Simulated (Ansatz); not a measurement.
Mg₃Ir in space group P6_3/mmc (No. 194; Mg on 4f, Mg on 2b, Ir on 2c), r²SCAN (plane waves, PAW; program Ansatz), all energies at zero smearing, with the estimated change up to a 700 eV cutoff added, with one set of potentials and settings (totals compare only within such a set). Cell of 8 atoms (6 Mg, 2 Ir): -35458.593 eV.

```tsv
element	reference phase	E (eV/atom)
Mg	P6_3/mmc, 2 atoms in the cell	-1926.4086
Ir	Fm-3m, 1 atoms in the cell	-11948.7272
```

Formation energy per atom, worked out: (-35458.593 − 6×(-1926.4086) − 2×(-11948.7272))/8 = -0.336 eV/atom (-32 kJ per mol of atoms), at 0 K, without zero-point energy or fitted corrections.

The workflow started from an entry of the Crystallography Open Database (COD). Whether it is the stable phase at ambient conditions was not checked. The r²SCAN relaxation kept the symmetry of its start; its stability against distortions is not shown here. The run is not spin-polarised. The references are the lowest solids computed at this level, not always the standard phases. Scalar-relativistic: spin–orbit coupling is off unless named, which matters more the heavier the elements.

Potentials: the later of the program's two PAW sets.
